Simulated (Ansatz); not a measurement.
Data:

ZrGeRu:
```cif
data_Ge12Ru12Zr12
_chemical_formula_sum 'Zr12 Ge12 Ru12'
_space_group_name_H-M_alt 'Ima2'
_space_group_IT_number 46
_space_group_name_Hall 'I 2 -2a'
_cell_length_a 7.50603
_cell_length_b 11.66824
_cell_length_c 6.77823
_cell_angle_alpha 90.000
_cell_angle_beta 90.000
_cell_angle_gamma 90.000
loop_
_space_group_symop_operation_xyz
  'x, y, z'
  '-x, -y, z'
  '-x+1/2, y, z'
  'x+1/2, -y, z'
  'x+1/2, y+1/2, z+1/2'
  '-x+1/2, -y+1/2, z+1/2'
  '-x, y+1/2, z+1/2'
  'x, -y+1/2, z+1/2'
loop_
_atom_site_label
_atom_site_type_symbol
_atom_site_symmetry_multiplicity
_atom_site_Wyckoff_symbol
_atom_site_fract_x
_atom_site_fract_y
_atom_site_fract_z
_atom_site_occupancy
Zr1 Zr 4 b 0.25000 0.27828 0.23104 1
Zr2 Zr 4 b 0.25000 0.69619 0.20199 1
Zr3 Zr 4 b 0.25000 0.00164 0.08492 1
Ge1 Ge 8 c 0.50570 0.16740 0.00474 1
Ge2 Ge 4 b 0.25000 0.02736 0.49555 1
Ru1 Ru 8 c 0.52974 0.12303 0.37992 1
Ru2 Ru 4 a 0.00000 0.00000 0.74717 1
```
(The calculation used a cell of 18 atoms; values per cell refer to that cell.)

This is the r²SCAN-relaxed structure.

**Question.** All from r²SCAN in the plane-wave PAW code Ansatz, unless another level is named. Predict the electronic character.

**Answer.** metallic (no gap).

**Question.** Give the density of states at the Fermi level.

**Answer.** 0.34 states/eV per atom (mean over ±0.08 eV).

**Question.** Next, the formation energy from the elements (no fitted shifts)?

**Answer.** -0.86 eV/atom.

The first step of the workflow began from a Materials Project structure, measured or hypothetical; the Crystallography Open Database copy checked does not list it. Its standing as an ambient phase is unchecked. Symmetry was held in the r²SCAN relaxation; its stability against distortions is not shown here. No spin polarisation was allowed. The references are the lowest solids computed at this level, not always the standard phases. Spin–orbit coupling is left out wherever it is not named.

Potentials: the later of the program's two PAW sets.
